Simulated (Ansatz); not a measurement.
InAs (zinc blende, space group No. 216) under volume change, PBEsol (plane waves, PAW; program Ansatz), scaled uniformly.

```
V (Å³/atom)  E − E(relaxed) (meV/atom)  P (GPa)
-----------  -------------------------  -------
25.658                            47.6     6.56
26.503                            19.9     4.00
27.349                             4.7     1.83
28.195                             0.0     0.00
29.041                             4.1    -1.53
29.887                            15.7    -2.82
30.733                            33.6    -3.90
```

Problem. What does a third-order Birch–Murnaghan fit give for V₀, B₀ and B′?

Solution. V₀ = 28.20 Å³/atom, B₀ = 55.6 GPa, B′ = 4.7.

Space group F-43m (zinc blende). Symmetry was held in the PBEsol relaxation.

Potentials: the earlier of the program's two PAW sets. The files were generated under PBE; for other functionals the program regenerates the frozen cores, and for LDA and PBEsol the local potential too.
